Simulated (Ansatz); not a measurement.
# What DFT gives for SnH₄N₂F₂

```xyz
9
Lattice="-0.0147 3.1789 -0.0797 5.2135 -1.6136 0.1161 1.2601 0.1128 -4.9869" Properties=species:S:1:pos:R:3 pbc="T T T"
Sn    0.0142    3.1707   -0.1065
F     4.9118    1.6825   -3.7289
F     1.5251   -0.0738   -1.3271
N     2.0421    1.7724   -3.8788
N     4.4119   -0.0199   -1.1101
H     1.8355    1.7112   -2.8544
H     4.6116    0.0281   -2.1551
H     3.0758    1.7180   -3.8900
H     3.4389    0.0521   -1.0642
```

Method: r2SCAN, no spin polarisation; PAW, plane waves to 500 eV, 6×4×4 Γ-centred mesh, tetrahedron occupations (Ansatz 0.2.0), atoms fixed.

**Electronic structure.** The gap is 3.87 eV, indirect (the least direct gap found is 3.92 eV). A semilocal functional usually gives too small a gap.
**Stress.** The pressure is 3.4 GPa (compression positive), so with the atoms held at these fractions the cell would first expand; the forces are large, so a full relaxation may end otherwise. The principal stresses -6.4, 7.1, 9.5 GPa differ, so its shape would change too.
**Formation energy.** -1.03 eV an atom against the elements' usual phases (free molecules for gases, crystals otherwise, with no correction for O₂ or N₂), so it is bound against them; other compounds may still compete. Relaxing would lower it.
**Forces.** The largest is on N5: 2.35 eV/Å, components (1.64, -0.05, -1.67). It makes 137° with the line to a nearest neighbour, H9 at 0.98 Å, pointing away from it.

Origin: a strained cell with displaced atoms, so it need not be a known compound. Caveats: empty levels are not fully converged; no spin-orbit coupling, which can shift this gap by tenths of an eV; atoms or cell far from equilibrium; forces and stress under tetrahedra may miss the slope of the energy.
